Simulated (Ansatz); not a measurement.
AlN:
```cif
data_Al6N6
_chemical_formula_sum 'Al6 N6'
_space_group_name_H-M_alt 'P 1'
_space_group_IT_number 1
_cell_length_a 5.32876
_cell_length_b 5.32876
_cell_length_c 5.32876
_cell_angle_alpha 90.000
_cell_angle_beta 90.000
_cell_angle_gamma 90.000
loop_
_space_group_symop_operation_xyz
  'x, y, z'
loop_
_atom_site_label
_atom_site_type_symbol
_atom_site_fract_x
_atom_site_fract_y
_atom_site_fract_z
_atom_site_occupancy
Al1 Al 0.25000 0.00000 0.50000 1
Al2 Al 0.50000 0.25000 0.00000 1
Al3 Al 0.50000 0.75000 0.00000 1
Al4 Al 0.75000 0.00000 0.50000 1
Al5 Al 0.00000 0.50000 0.75000 1
Al6 Al 0.00000 0.50000 0.25000 1
N1 N 0.25000 0.50000 0.00000 1
N2 N 0.00000 0.25000 0.50000 1
N3 N 0.00000 0.75000 0.50000 1
N4 N 0.75000 0.50000 0.00000 1
N5 N 0.50000 0.00000 0.75000 1
N6 N 0.50000 0.00000 0.25000 1
```

Relaxed with r²SCAN.

**Question.** Tabulate the valence density and the electron localisation function along the shortest Al–N contact (1.88 Å), r²SCAN in the plane-wave PAW code Ansatz.

**Answer.** 

| distance from Al (Å) | density (e/Å³) | ELF |
|---|---|---|
| 0.19 | 0.06 | 0.02 |
| 0.28 | 0.06 | 0.01 |
| 0.38 | 0.08 | 0.01 |
| 0.47 | 0.12 | 0.02 |
| 0.57 | 0.18 | 0.17 |
| 0.66 | 0.28 | 0.49 |
| 0.75 | 0.40 | 0.73 |
| 0.85 | 0.53 | 0.83 |
| 0.94 | 0.69 | 0.86 |
| 1.04 | 0.90 | 0.88 |
| 1.13 | 1.17 | 0.88 |
| 1.22 | 1.54 | 0.87 |
| 1.32 | 2.05 | 0.84 |
| 1.41 | 2.66 | 0.77 |
| 1.51 | 3.23 | 0.62 |
| 1.60 | 3.57 | 0.38 |
| 1.70 | 3.64 | 0.15 |

The density is the valence pseudo-density with augmentation charge, so density and ELF within about 1 Å of a nucleus are not all-electron values.

Space group Pm-3n. The start of the workflow was typed in or built on a structure type; neither database checked (COD, Materials Project) lists it. It is not the phase usual at ambient conditions (space group No. 186, 216). Symmetry was held in the r²SCAN relaxation; whether a distortion lowers the energy is not shown.

Potentials: the later of the program's two PAW sets.
